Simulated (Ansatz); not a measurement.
Fields on a plane of Ti3O5 (space group Cmcm)

```
CELL_PARAMETERS angstrom
      1.87499    -4.89628     0.00000
      1.87499     4.89628     0.00000
      0.00000     0.00000     9.82188
ATOMIC_POSITIONS crystal
  Ti 0.69928 0.30072 0.75000
  Ti 0.30072 0.69928 0.25000
  Ti 0.36999 0.63001 0.55620
  Ti 0.63001 0.36999 0.44380
  Ti 0.63001 0.36999 0.05620
  Ti 0.36999 0.63001 0.94380
  O  0.73761 0.26239 0.25000
  O  0.26239 0.73761 0.75000
  O  0.45070 0.54930 0.37449
  O  0.54930 0.45070 0.62551
  O  0.54930 0.45070 0.87449
  O  0.45070 0.54930 0.12551
  O  0.81920 0.18080 0.93436
  O  0.18080 0.81920 0.06564
  O  0.18080 0.81920 0.43436
  O  0.81920 0.18080 0.56564
```

The slice is a (001) plane (indices of the conventional cell) through the point (0.301, 0.699, 0.250) (fractional), spanned by u = [110] and v = [1 -1 0] in vectors of this cell: u (3.75 Å) and v (9.79 Å, at 90° to u). It covers one period; positions are fractions (u, v).

Atoms on it: Ti at (0.00, 0.00); Ti at (0.50, 0.50); O at (0.00, 0.44); O at (0.50, 0.94).

Method: PBEsol (plane waves to 420 eV, PAW, scalar-relativistic; Ansatz, a first-principles code). k mesh 11×11×4. Near the nuclei the fields are pseudised (PAW); where an atom keeps semicore shells as valence, they peak there. This is one of several known forms of Ti3O5; the measured ambient cells at hand have space group No. 12. Ti3O5 is run without spin polarisation and with no Hubbard U. Ti3O5 was relaxed with its symmetry unable to fall.

```
|66771199xxxx991177|
|66222299xxxx992222|
|000022889999882200|
|000011446666441100|
|000000000000000000|
|000000000000000000|
|000000000000000000|
|000000000000000000|
|000000001111000000|
|110000003333000000|
|775500667777660055|
|99992277xxxx772299|
|xx9955447777445599|
|xx9977115555117799|
|999966000000006699|
|665522000000002255|
|000000000000000000|
|000000000000000000|
|000000000000000000|
|000000000000000000|
|110000000000000000|
|332200001111000022|
|667711227777221177|
|xx6633779999773366|
```
Scale: ten equal steps from 0.00 (start of '0') to 0.83 (end of '9'), in the order '0123456789'. Values: electron localisation function (ELF). The map has 9 points along u (two characters each, u = 0 at the left) and 24 along v (v = 0 in the bottom row). Points within 0.4 Å of a nucleus are blanked (x), as the pseudised field means little there.

```
|xxxx00xxxxxxxx00xx|
|000000xxxxxxxx0000|
|00225555xxxx555522|
|667777887777887777|
|888888888888888888|
|999999999999999999|
|999999999999999999|
|999999998888999999|
|999977553333557799|
|997733000000003377|
|776600xxxxxxxx0066|
|xxxx00xxxxxxxx00xx|
|xxxx00xxxxxxxx00xx|
|xxxx110000000011xx|
|xxxx553311113355xx|
|667788776666778877|
|888888888888888888|
|999999999999999999|
|999999999999999999|
|888899999999999988|
|224466889999886644|
|000000668888660000|
|xxxx003377773300xx|
|xxxx0000xxxx0000xx|
```
Scale: ten equal steps from 2.00 (start of '0') to 10.11 (end of '9'), in the order '0123456789'. Values: electrostatic potential energy of an electron, from the cell's mean, in eV. The map has 9 points along u (two characters each, u = 0 at the left) and 24 along v (v = 0 in the bottom row). Points within 0.8 Å of a nucleus are blanked (x), as the pseudised field means little there. Values under 2 eV are set to 2. The zero, the cell's mean, hangs on the PAW cores.
